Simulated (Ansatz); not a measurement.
Run times of several calculations on SiO2 with nitrogen replacing Si

SiO2 with nitrogen replacing Si, cell charge +1. Cell: 36 atoms, space group P1, a = 10.088 Å, b = 10.088 Å, c = 7.309 Å, α = 113.37°, β = 113.37°, γ = 115.16°.

All runs are DFT with Ansatz 0.2.0 on 1 thread of Intel Xeon 6975P-C (Granite Rapids) (x86_64; 4 cores open to the job, memory cap 3.0 GiB, no GPU), a shared host.

(1) Rank the runs by wall time, shortest first.
A. single point at relaxed positions, r2SCAN, 500 eV, 3×3×4 k-points, smearing 0.01 eV
B. single point, PBE, 420 eV, 3×3×4 k-points, smearing 0.01 eV
C. relaxation of the ions, PBE, 420 eV, 3×3×4 k-points, smearing 0.01 eV

Results:

(1) B (2.3 min, 1.3 GiB), A (3.8 min, 2.3 GiB), C (12 min, 1.4 GiB).
